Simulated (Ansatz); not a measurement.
**TiPt₃: all-electron results**

```xyz
4
Lattice="3.8970 0.0000 0.0000 0.0000 3.8970 0.0000 0.0000 0.0000 3.8970" Properties=species:S:1:pos:R:3 pbc="T T T"
Ti    0.0000    0.0000    0.0000
Pt    0.0000    1.9485    1.9485
Pt    1.9485    0.0000    1.9485
Pt    1.9485    1.9485    0.0000
```

Atom numbers follow the list: Ti1, Pt2, Pt3, Pt4.

The geometry is COD entry 1539263, unchecked; take it as a test cell. It is an old determination, and later ones may differ.

Spin–orbit coupling is left out, though it moves levels of the heavy atoms by tenths of an eV or more.

Theory: DFT, PBE, all-electron LAPW, scalar-relativistic (Ansatz 0.2.0).

Sampling and basis: a Γ-centred 9×9×9 k mesh, Fermi–Dirac smearing of 0.05 eV, basis error target 0.5 meV/atom, no spin polarisation.

* Pressure at this cell: 10.12 GPa
* Band gap: none: bands cross the Fermi level, a metal
* Density of states at the Fermi level (0.2 eV bin): 0.88 states/eV per cell
* Löwdin charges (with 0.58 e of the cell spilling out of the atomic basis, so their sizes and signs hang on that basis): Ti1 0.28, Pt2 0.10 e
* Volume per atom: 14.80 Å³
